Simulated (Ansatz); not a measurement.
# Data sheet: As (DFT)

As:
```xyz
2
Lattice="0.0000 3.0272 3.0272 3.0272 0.0000 3.0272 3.0272 3.0272 0.0000" Properties=species:S:1:pos:R:3 pbc="T T T"
As     0.0000     0.0000     0.0000
As     1.5136     1.5136     1.5136
```

Space group Fd-3m (No. 227), diamond; conventional cell a = b = c = 6.0545 Å, α = β = γ = 90.00°.

Method: DFT-r²SCAN in the program Ansatz with PAW potentials. The cell and atoms are relaxed at this level. Other levels are named where they apply.

**Cell and energy**

```json
{
 "volume_per_atom": "27.74 Å³",
 "density": "4.48 g/cm³"
}
```

**Electronic structure**

```json
{
  "electronic_character": "metallic (no gap)",
  "Density of states at the Fermi level": "0.49 states/eV per atom (mean over ±0.08 eV)",
  "Gap with spin–orbit coupling": "none (metallic)"
}
```

**Mechanics**

```json
{
  "Bulk modulus (Birch–Murnaghan fit)": "48.6 GPa",
  "Pressure derivative B′": "3.4",
  "Elastic constants (relaxed ions, GPa)": "C11 = 34.3, C12 = 57.9, C44 = -38.9",
  "mechanical_stability": "unstable (C has a negative eigenvalue)"
}
```

The start of the workflow was typed in or built on a structure type; neither database checked (COD, Materials Project) lists it. It is not the phase usual at ambient conditions (space group No. 166). The cell was relaxed with r²SCAN under the symmetry of its start. As this level gives no gap, shear constants depend on the k-mesh and smearing (Fermi–Dirac, 0.1 eV here). Scalar-relativistic: spin–orbit coupling is off unless named, which matters more the heavier the elements.

Potentials: the earlier of the program's two PAW sets.
